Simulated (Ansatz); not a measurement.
**Rocksalt alloy of LiCl and LiBr (4 of 32 Cl sites exchanged), 64 atoms**

These are results of DFT, PBEsol, PAW, plane waves (Ansatz), not measurements.

Command:

```sh
ansatz run in.yaml --threads 8 --pin off --max-ram 118750MiB --runs-dir r --events-out ev --progress --plain --backend cuda --devices 0,
```

The input less its lattice and atoms:

```yaml
crystal:
  symmetry: { detect: false }
kpoints:
  mp_grid: { grid: [1, 1, 1], shift: [0.25, 0.25, 0.25] }
hamiltonian:
  xc: pbesol
scf:
  occupations: { method: fermi_dirac, width: 0.01 }
relax:
  f_tol: 0.03
  max_steps: 80
  escape_saddle: false
  adjacent_minimum: "off"
  cell: { fix: [shape] }
output:
  forces: true
  eigenvalues: true
  populations: true
```

Start:

```xyz
64
Lattice="10.2155 0.0000 0.0000 0.0000 10.2155 0.0000 0.0000 0.0000 10.2155" Properties=species:S:1:pos:R:3 pbc="T T T"
Br    2.5554   10.2071   10.1698
Br    0.0128   10.2122    2.5623
Br    5.1268    0.0040    7.6596
Br    7.6595    7.6627    7.6458
Cl    2.5703   10.2124    5.1178
Cl    2.5762    5.0955    0.0240
Cl    2.5165    5.1338    5.1595
Cl    7.6621   10.2128    0.0175
Cl    7.6678   10.2014    5.1340
Cl    7.6830    5.0859    0.0131
Cl    7.6547    5.1155    5.0964
Cl   10.1783    2.5846    0.0248
Cl   10.1951    2.5312    5.1194
Cl    0.0132    7.6550    0.0134
Cl   10.1867    7.6607    5.0781
Cl    5.0876    2.5429    0.0006
Cl    5.1005    2.5585    5.0794
Cl    5.1521    7.6560   10.1794
Cl    5.0929    7.6792    5.1205
Cl    0.0147    0.0033    7.6847
Cl   10.2051    5.0937    2.5718
Cl   10.1964    5.1078    7.6544
Cl    5.0939    0.0266    2.5578
Cl    5.0764    5.0793    2.5378
Cl    5.1197    5.1094    7.6668
Cl    2.5359    2.5843    2.5709
Cl    2.5663    2.5497    7.6770
Cl    2.5504    7.6638    2.5488
Cl    2.5669    7.6562    7.6813
Cl    7.6816    2.5419    2.5802
Cl    7.6730    2.5628    7.6888
Cl    7.6488    7.6479    2.5610
Li   10.1989    0.0262    0.0118
Li   10.1953    0.0088    5.1510
Li    0.0025    5.1056   10.2089
Li    0.0227    5.1041    5.1198
Li    5.1365   10.2083   10.2104
Li    5.0696   10.2054    5.0919
Li    5.0969    5.1161    0.0120
Li    5.1117    5.0829    5.0910
Li    2.5435    2.5862    0.0019
Li    2.5728    2.5233    5.1285
Li    2.5676    7.6449    0.0023
Li    2.5469    7.6423    5.1172
Li    7.6476    2.5833    0.0305
Li    7.6451    2.5491    5.0767
Li    7.6752    7.6231    0.0073
Li    7.6560    7.6473    5.0951
Li    2.5573    0.0437    2.5659
Li    2.5261    0.0054    7.6706
Li    2.5354    5.1331    2.5288
Li    2.5694    5.1187    7.6455
Li    7.6721    0.0131    2.5379
Li    7.6674    0.0004    7.6355
Li    7.6811    5.0733    2.5273
Li    7.6811    5.1056    7.6631
Li    0.0229    2.5476    2.5539
Li    0.0009    2.5368    7.6669
Li    0.0069    7.6160    2.5785
Li    0.0179    7.6653    7.6714
Li    5.1215    2.5456    2.5594
Li    5.1126    2.5511    7.6461
Li    5.0785    7.6818    2.5604
Li    5.0718    7.6507    7.6843
```

Steps:

| step | energy less the first (eV) | largest force component (eV/Å) | pressure (GPa) |
| --- | --- | --- | --- |
| start | 0.000 | 0.251 | 0.16 |
| 1 | -0.163 | 0.094 | -0.02 |
| 2 | -0.217 | 0.007 | 0.07 |
| 3 | -0.217 | 0.001 | -0.01 |
| 4 | -0.217 | 0.001 | -0.01 |

A structure on the way, about -0.16 eV from the start:

```
Br Cl Li
1.0
    10.22744    0.00000    0.00000
     0.00000   10.22744    0.00000
     0.00000    0.00000   10.22744
Br Cl Li
4 28 32
Cartesian
  2.5483 0.0063 0.0257
  10.2212 0.0061 2.5546
  5.1086 0.0234 7.6644
  7.6929 7.6488 7.6837
  2.5547 10.2208 5.1433
  2.5418 5.1197 10.2073
  2.5596 5.1185 5.1115
  7.6666 0.0173 0.0067
  7.6665 0.0131 5.0973
  7.6558 5.1085 0.0316
  7.6779 5.1060 5.1071
  0.0171 2.5642 10.2192
  0.0032 2.5597 5.1244
  10.1931 7.6224 0.0180
  0.0294 7.6744 5.1177
  5.1486 2.5777 0.0361
  5.1142 2.5641 5.1190
  5.0909 7.6584 0.0246
  5.1155 7.6544 5.1084
  10.2182 0.0022 7.6567
  0.0182 5.1201 2.5701
  0.0047 5.1016 7.6747
  5.1083 0.0072 2.5713
  5.1193 5.1049 2.5664
  5.1098 5.1020 7.6835
  2.5421 2.5548 2.5663
  2.5354 2.5840 7.6553
  2.5842 7.6261 2.5588
  2.5452 7.6513 7.6724
  7.6575 2.5738 2.5537
  7.6659 2.5569 7.6590
  7.6567 7.6748 2.5664
  10.1573 10.2225 10.1749
  10.1963 0.0213 5.1685
  10.2016 5.0907 10.2221
  0.0385 5.1176 5.1279
  5.1768 0.0106 0.0507
  5.0769 10.1997 5.0627
  5.0802 5.1235 0.0246
  5.1423 5.0910 5.1133
  2.5919 2.6350 10.2166
  2.5731 2.5293 5.1164
  2.5187 7.6201 0.0020
  2.5817 7.6413 5.1155
  7.6953 2.5890 10.2190
  7.6737 2.5609 5.0727
  7.6379 7.6550 0.0718
  7.6944 7.6600 5.0648
  2.6020 0.0074 2.6401
  2.4793 0.0153 7.6619
  2.5705 5.1006 2.5076
  2.5693 5.1235 7.6180
  7.6220 0.0229 2.5265
  7.7035 0.0430 7.6250
  7.7044 5.1140 2.5531
  7.6903 5.0469 7.6755
  0.0120 2.6113 2.5476
  10.2062 2.5458 7.6569
  0.0134 7.6043 2.5923
  0.0559 7.6597 7.6944
  5.1112 2.5551 2.5819
  5.1030 2.6118 7.6907
  5.1097 7.6766 2.5823
  5.0424 7.6143 7.7058
```

End:

```
Br Cl Li
1.0
    10.22550    0.00000    0.00000
     0.00000   10.22550    0.00000
     0.00000    0.00000   10.22550
Br Cl Li
4 28 32
Direct
  0.24986 0.99989 0.00038
  0.99900 0.99987 0.25134
  0.49990 0.00101 0.74925
  0.75091 0.74872 0.75026
  0.24990 0.00002 0.50015
  0.24996 0.49961 0.00052
  0.24996 0.49965 0.50015
  0.74979 0.00143 0.00185
  0.74982 0.00146 0.49891
  0.74992 0.49850 0.00179
  0.74996 0.49847 0.49895
  0.99867 0.25287 0.99924
  0.99991 0.25162 0.50136
  0.00003 0.74657 0.00061
  0.00127 0.74798 0.50021
  0.50111 0.25291 0.00175
  0.49991 0.25165 0.49890
  0.49992 0.74672 0.00318
  0.49872 0.74812 0.49765
  0.99986 0.00152 0.74894
  0.99991 0.49960 0.25058
  0.00115 0.49849 0.75013
  0.50099 0.00006 0.25162
  0.49999 0.49963 0.25060
  0.49869 0.49863 0.75013
  0.25116 0.25283 0.25173
  0.24865 0.25281 0.74886
  0.25113 0.74671 0.25173
  0.24884 0.74671 0.74888
  0.74862 0.25159 0.25049
  0.75122 0.25152 0.75014
  0.74862 0.74802 0.25056
  0.99228 0.99967 0.99411
  0.99810 0.99987 0.50605
  0.99820 0.49966 0.99908
  0.99967 0.49971 0.50148
  0.50738 0.99984 0.00648
  0.50172 0.99977 0.49448
  0.50160 0.49977 0.00182
  0.50037 0.49978 0.49899
  0.24995 0.25726 0.00078
  0.24998 0.25181 0.49984
  0.24988 0.74224 0.00249
  0.25000 0.74783 0.49875
  0.74990 0.25169 0.00208
  0.74991 0.25054 0.49844
  0.74987 0.74766 0.00788
  0.75003 0.74923 0.49298
  0.25603 0.00041 0.25781
  0.24381 0.00229 0.74268
  0.25133 0.49939 0.25203
  0.24872 0.49834 0.74842
  0.74403 0.00210 0.25193
  0.75579 0.00785 0.74797
  0.74874 0.49829 0.25072
  0.75132 0.49276 0.74979
  0.00042 0.25734 0.25028
  0.00152 0.25338 0.75023
  0.00203 0.74215 0.25043
  0.00726 0.74563 0.75038
  0.49957 0.25360 0.25044
  0.49798 0.25733 0.75035
  0.49837 0.74603 0.25049
  0.49225 0.74205 0.75054
```

The calculation finished and met its thresholds.

Time: 6.9 s of wall time on one NVIDIA GB300 with 8 processor threads, on a host shared with other runs; peak host memory 1.7 GiB.

Problem. How much energy did the relaxation gain, and which atom moved most?

Solution. 0.22 eV in 4 steps, from a start with small random displacements; atom 33 (Li) moved 0.10 Å, the median atom 0.05 Å (drift of the whole cell removed).
